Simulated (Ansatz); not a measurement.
CuI (zinc blende)

```
CuI
1.0
    0.00000     3.01151     3.01151
    3.01151     0.00000     3.01151
    3.01151     3.01151     0.00000
I Cu
1 1
Direct
  0.75000   0.75000   0.75000
  0.00000   0.00000   0.00000
```

The slice is a {100} plane (indices of the conventional cell) through the point (0.000, 0.000, 0.000) (fractional), spanned by u = [100] and v = [0 1 -1] in vectors of this cell: u (4.26 Å) and v (4.26 Å, at 90° to u). It covers one period; positions are fractions (u, v).

Computed with r2SCAN (plane waves to 500 eV, PAW, scalar-relativistic; Ansatz, a first-principles code). k mesh 10×10×10. Inside the PAW spheres the values are not all-electron values, and peaks at nuclei hang on which shells count as valence. CuI is run without spin polarisation. CuI was relaxed with its symmetry unable to fall. Spin-orbit coupling is left out, though I is heavy.

Three fields on this plane, each scaled to ten steps between its own extremes (0 low, 9 high; the total valence density on a logarithmic scale, the potential cut 8 eV below its top; x marks points blanked near nuclei; v = 0 in the bottom row):

Map A
```
|xxxxxxx146666666666641xxxxxx|
|xxxxxxx256777666777652xxxxxx|
|xxxxxx03567777777776530xxxxx|
|xxxxxx25677777777777652xxxxx|
|xxxxx2467788888888877642xxxx|
|xxx02467888888888888876420xx|
|1123567888999999999888765321|
|4455678889999999999988876554|
|6666778899999999999998877666|
|6677788999999999999999887776|
|6677788999999999999999887776|
|6677788999999999999999887776|
|6667788999999999999999887766|
|6667788999999999999999887766|
|6667788999999999999999887766|
|6677788999999999999999887776|
|6677788999999999999999887776|
|6677788999999999999999887776|
|6666778899999999999998877666|
|4455678889999999999988876554|
|1123567888999999999888765321|
|xxx02467888888888888876420xx|
|xxxxx2467788888888877642xxxx|
|xxxxxx25677777777777652xxxxx|
|xxxxxx03567777777776530xxxxx|
|xxxxxxx256777666777652xxxxxx|
|xxxxxxx146666666666641xxxxxx|
|xxxxxxx146666666666641xxxxxx|
```

Map B
```
|xxxxxxx224679999976422xxxxxx|
|xxxxxxx224578999875422xxxxxx|
|xxxxxx22235678887653222xxxxx|
|xxxxxx22234567776543222xxxxx|
|xxxxx2222234566654322222xxxx|
|xxx22222222334443322222222xx|
|2222222111112222211111222222|
|2222222111011111110111222222|
|4443322110000000000011223344|
|6655432100000000000001234556|
|7776543110000000000011345677|
|9987653210000000000012356789|
|9998764210000000000012467899|
|9998764210000000000012467899|
|9998764210000000000012467899|
|9987653210000000000012356789|
|7776543110000000000011345677|
|6655432100000000000001234556|
|4443322110000000000011223344|
|2222222111011111110111222222|
|2222222111112222211111222222|
|xxx22222222334443322222222xx|
|xxxxx2222234566654322222xxxx|
|xxxxxx22234567776543222xxxxx|
|xxxxxx22235678887653222xxxxx|
|xxxxxxx224578999875422xxxxxx|
|xxxxxxx224679999976422xxxxxx|
|xxxxxxx224679999976422xxxxxx|
```

Map C
```
|xxxxxxx988777777777889xxxxxx|
|xxxxxxx987777777777789xxxxxx|
|xxxxxx98777777777777789xxxxx|
|xxxxxx97766666666666779xxxxx|
|xxxxx9876665555555666789xxxx|
|xxx99876555555555555567899xx|
|9998776554444444444455677899|
|8887765544333333333445567788|
|8877665443322222223344566778|
|7777665433221111122334566777|
|7777655432211000112234556777|
|7777655432110000011234556777|
|7777655432100000001234556777|
|7777655432110000011234556777|
|7777655432100000001234556777|
|7777655432110000011234556777|
|7777655432211000112234556777|
|7777665433221111122334566777|
|8877665443322222223344566778|
|8887765544333333333445567788|
|9998776554444444444455677899|
|xxx99876555555555555567899xx|
|xxxxx9876665555555666789xxxx|
|xxxxxx97766666666666779xxxxx|
|xxxxxx98777777777777789xxxxx|
|xxxxxxx987777777777789xxxxxx|
|xxxxxxx988777777777889xxxxxx|
|xxxxxxx988777777777889xxxxxx|
```

**Question.** Assign the maps to these fields: electron localisation function (ELF); valence electron density; electrostatic potential energy of an electron, from the cell's mean.

**Answer.** A is the electrostatic potential energy of an electron, from the cell's mean; B is the electron localisation function (ELF); C is the valence electron density.
